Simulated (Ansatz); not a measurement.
Input:

PW:
```cif
data_P4W4
_chemical_formula_sum 'P4 W4'
_space_group_name_H-M_alt 'P 1'
_space_group_IT_number 1
_cell_length_a 5.73873
_cell_length_b 3.26648
_cell_length_c 6.20525
_cell_angle_alpha 90.000
_cell_angle_beta 90.000
_cell_angle_gamma 90.000
loop_
_space_group_symop_operation_xyz
  'x, y, z'
loop_
_atom_site_label
_atom_site_type_symbol
_atom_site_fract_x
_atom_site_fract_y
_atom_site_fract_z
_atom_site_occupancy
P1 P 0.31480 0.75000 0.56736 1
P2 P 0.68520 0.25000 0.43264 1
P3 P 0.18520 0.25000 0.06736 1
P4 P 0.81480 0.75000 0.93264 1
W1 W 0.98596 0.75000 0.31266 1
W2 W 0.01404 0.25000 0.68734 1
W3 W 0.51404 0.25000 0.81266 1
W4 W 0.48596 0.75000 0.18734 1
```

This is the r²SCAN-relaxed structure.

All from the program Ansatz at the r²SCAN level (PAW), unless another level is named. Estimate the electronic character.

metallic (no gap).

Predict the formation energy from the elements (no fitted shifts).

-0.40 eV/atom.

Give the density of states at the Fermi level.

0.38 states/eV per atom (mean over ±0.08 eV).

Next, the gap with spin–orbit coupling?

none (metallic).

Space group Pnma. The first step of the workflow began from a Materials Project structure, measured or hypothetical; the Crystallography Open Database files this formula in space group No. 62, but the cells were not matched. Whether it is the stable phase at ambient conditions was not checked. The cell was relaxed with r²SCAN under the symmetry of its start; its stability against distortions is not shown here. The run is not spin-polarised. The references are the lowest solids computed at this level, not always the standard phases. Scalar-relativistic: spin–orbit coupling is off unless named, which matters more the heavier the elements.

Potentials: the later of the program's two PAW sets.
